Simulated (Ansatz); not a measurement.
Relaxed-ion elastic tensor of PbO in space group P4/nmm (No. 129; Pb on 2c, O on 2a) in GPa (Voigt order), DFT-LDA in the program Ansatz with PAW potentials; density 9.74 g/cm³, 19.02 Å³ per atom.

```tsv
	1	2	3	4	5	6
1	80.4	75.5	19.1	0.0	0.0	0.0
2	75.5	80.4	19.1	0.0	0.0	0.0
3	19.1	19.1	24.9	0.0	0.0	0.0
4	0.0	0.0	0.0	20.0	0.0	0.0
5	0.0	0.0	0.0	0.0	20.0	0.0
6	0.0	0.0	0.0	0.0	0.0	63.4
```

### Question
Is the crystal mechanically stable?

### Answer
Yes: the smallest eigenvalue of C is 4.9 GPa.

### Question
Work out the Voigt and Reuss bounds. Is their mean of use?

### Answer
K_V = 45.9, K_R = 24.4; G_V = 25.5, G_R = 8.2 GPa. The bounds lie so far apart that a Hill average or a Debye temperature from it would say little.

The LDA relaxation kept the symmetry of its start; phonons on a q-mesh show no instability. A crystal of weakly bound layers computed without a dispersion correction: the cell and the soft elastic constants depend strongly on that. Scalar-relativistic: spin–orbit coupling is off unless named, which matters more the heavier the elements.

Potentials: the later of the program's two PAW sets.
